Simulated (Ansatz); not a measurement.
Elastic constants of Li₃OF: input and output

Level of theory: DFT PBE, scalar-relativistic, plane waves, PAW in Ansatz.

Launched with:
```bash
ansatz run input.yaml --threads 1 --pin off --max-ram 1228MiB --backend cpu --events-out ev --progress --plain --runs-dir out
```

Input (bare energies are in eV):
```yaml
crystal:
  lattice:
    - [3.6813, 0.0, 0.0]
    - [0.0, 3.6813, 0.0]
    - [0.0, 0.0, 3.6813]
  atoms:
    - { symbol: F, position: [0.0, 0.0, 0.0] }
    - { symbol: O, position: [0.5, 0.5, 0.5] }
    - { symbol: Li, position: [0.5, 0.5, 0.0] }
    - { symbol: Li, position: [0.5, 0.0, 0.5] }
    - { symbol: Li, position: [0.0, 0.5, 0.5] }
basis:
  ecutwfc: 420
kpoints:
  mp_grid: { grid: [6, 6, 6] }
hamiltonian:
  xc: pbe
scf:
  occupations: { method: fixed }
output:
  forces: true
  stress: true
  eigenvalues: true
elastic:
  mode: relaxed_ion
  stencil: two_point
```

From the output:
```
--- Elastic constants: 2 strain directions × 2 members + reference (group order 48) ---
  dense FFT box of the reference and of every strained cell: 25×25×25
  strains applied: 11, 23; error gains: componentwise 1.00 (the most a stress slope's error grows in a printed constant), spectral 1.73 (1 for all six strains in a standard setting)
  C = ∂σ_k/∂η_j (tension-positive GPa; Voigt order 11 22 33 23 13 12):
       128.162     24.935     24.935     -0.000     -0.000     -0.000
        24.935    128.162     24.935     -0.000     -0.000     -0.000
        24.935     24.935    128.162     -0.000     -0.000     -0.000
        -0.000     -0.000     -0.000     36.211      0.000      0.000
         0.000      0.000     -0.000      0.000     36.211      0.000
         0.000     -0.000      0.000      0.000      0.000     36.211
  reference stress σ⁰ (GPa):     -0.017     -0.017     -0.017     -0.000     -0.000     -0.000
  C* (energy form; C + prestress term) asymmetry max|C*_kj − C*_jk| = 3.553e-15 GPa — a small one proves nothing (zero by symmetry where the batch's group is 432, −43m or m−3m); a large one is finite-difference/SCF noise where every solve ...
  moduli (Voigt/Reuss/Hill, GPa): K = 59.34/59.34/59.34   G = 42.37/41.12/41.75   E = 101.45   ν = 0.215
  mechanically stable: yes (min eigenvalue of sym C = 36.21 GPa)
  strain η (Voigt 11):  stress-route row diagonal C_11 = 128.16 GPa, energy-path curvature d²(F+E_count+ΔE)/dδ²/Ω₀ = 129.92 GPa
         δ    σ_11 (GPa) F (eV) n_scf n_hpsi n_pw
    -2.000e-3      -0.2752       -1995.1962823       9   11635    992   relax 0 steps, max|allowed force component| 5.19e-30 eV/Å
     2.000e-3       0.2375       -1995.1963433       9   11709    992   relax 0 steps, max|allowed force component| 3.45e-30 eV/Å
  strain η (Voigt 23):  stress-route row diagonal C_44 = 36.21 GPa, energy-path curvature d²(F+E_count+ΔE)/dδ²/Ω₀ = 39.29 GPa
         δ    σ_23 (GPa) F (eV) n_scf n_hpsi n_pw
    -2.000e-3      -0.0724       -1995.1963750       9   16391    992   relax 0 steps, max|allowed force component| 1.30e-30 eV/Å
     2.000e-3       0.0724       -1995.1963750      10   17467    992   relax 0 steps, max|allowed force component| 4.54e-31 eV/Å
```

The cell is the ideal cubic antiperovskite prototype; whether it is the stable structure of this composition wasn't checked.